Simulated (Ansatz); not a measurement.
# LiH4BrO2, one structure, two calculations

Cell: a structure deposited in the COD whose atoms were relaxed with PBE, the cell held.

```cif
data_structure
_symmetry_space_group_name_H-M 'P 1'
_symmetry_Int_Tables_number 1
_cell_length_a 5.3001
_cell_length_b 6.3970
_cell_length_c 6.4060
_cell_angle_alpha 63.694
_cell_angle_beta 82.044
_cell_angle_gamma 65.567
_cell_volume 177.00
loop_
_atom_site_label
_atom_site_type_symbol
_atom_site_fract_x
_atom_site_fract_y
_atom_site_fract_z
_atom_site_occupancy
Li1 Li 0.30640 0.38535 0.48033 1
Li2 Li 0.69360 0.61465 0.51967 1
H3 H 0.03122 0.86180 0.27785 1
H4 H 0.96878 0.13820 0.72215 1
H5 H 0.79651 0.34662 0.28165 1
H6 H 0.20349 0.65338 0.71835 1
H7 H 0.58486 0.61532 0.13142 1
H8 H 0.41514 0.38468 0.86858 1
H9 H 0.92654 0.76563 0.13429 1
H10 H 0.07346 0.23437 0.86571 1
Br11 Br 0.24927 0.12358 0.22848 1
Br12 Br 0.75073 0.87642 0.77152 1
O13 O 0.98427 0.72131 0.29385 1
O14 O 0.01573 0.27869 0.70615 1
O15 O 0.61682 0.47803 0.29001 1
O16 O 0.38318 0.52197 0.70999 1
```

Sites (sets of like atoms) are named by element and the number of their first atom in this list.

First run. Method: Kohn–Sham DFT in Ansatz, PBE, plane waves and PAW, scalar-relativistic, 420 eV cutoff, Γ-centred 5×4×4 k-points, Fermi–Dirac smearing 0.02 eV.

| site | atom | V_zz (10²¹ V/m²) | η |
| --- | --- | --- | --- |
| Li | 1 | -0.13 | 0.41 |
| H3 | 3 | 3.46 | 0.13 |
| H5 | 5 | 3.40 | 0.12 |
| H7 | 7 | 3.70 | 0.11 |
| H9 | 9 | 3.45 | 0.13 |
| Br | 11 | 3.62 | 0.89 |
| O13 | 13 | -13.73 | 0.77 |
| O15 | 15 | -13.94 | 0.76 |

Second run. The same atoms and settings, except that the functional is r2SCAN and the cutoff is 500 eV.

Task: What does the second run give?

Result: 

```
site  atom    V_zz     η  change of V_zz
  Li     1   -0.13  0.44            0.00
  H3     3    3.37  0.13           -0.09
  H5     5    3.31  0.13           -0.09
  H7     7    3.61  0.11           -0.09
  H9     9    3.36  0.14           -0.09
  Br    11    3.49  0.72           -0.13
 O13    13  -14.18  0.76           -0.45
 O15    15  -14.36  0.76           -0.42
```

The largest change of V_zz is on O13, from -13.73 to -14.18. In per cent, |V_zz| changes by -3 to -2 on H, -4 on Br, +3 on O (all sites that start above 0.5). Where |V_zz| stays above 0.1, η moves most on Br, from 0.89 to 0.72.

With these PAW files V_zz is typically within 2 to 3 % of all-electron values, but misses above 10 % occur on Li. The lattice is static: at room temperature water may turn and average the couplings of its hydrogen. The entry's hydrogen positions were far off; the other atoms hardly move on relaxation.
For the second run: The largest force is 0.5 eV/Å, so the atoms aren't at the calculated equilibrium and relaxing them would move these values.
